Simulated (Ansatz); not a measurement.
Consider the following.

Nb:
```
CELL_PARAMETERS angstrom
      2.80760     0.00000     0.00000
     -1.40380     2.43145     0.00000
      0.00000     0.00000     5.16630
ATOMIC_POSITIONS crystal
  Nb 0.66667 0.33333 0.75000
  Nb 0.33333 0.66667 0.25000
```

This is the LDA-relaxed structure.

Question: All from plane-wave PAW LDA (Ansatz code), unless another level is named. Estimate the highest zone-centre frequency.

Answer: 247 cm⁻¹.

Question: Next, the bulk modulus (Birch–Murnaghan fit)?

Answer: 1810 kbar.

Space group P6_3/mmc (hcp (Mg type)). The workflow started from a Materials Project entry (that database holds measured and hypothetical structures alike); the Crystallography Open Database copy checked does not list it. It is not the phase usual at ambient conditions (space group No. 229). The LDA relaxation kept the symmetry of its start. At this level the phase is dynamically unstable (imaginary phonons). No spin polarisation was allowed. As this level gives no gap, phonon frequencies hold no LO–TO term and depend on the k-mesh and smearing (Fermi–Dirac, 0.1 eV here).

Potentials: the later of the program's two PAW sets.
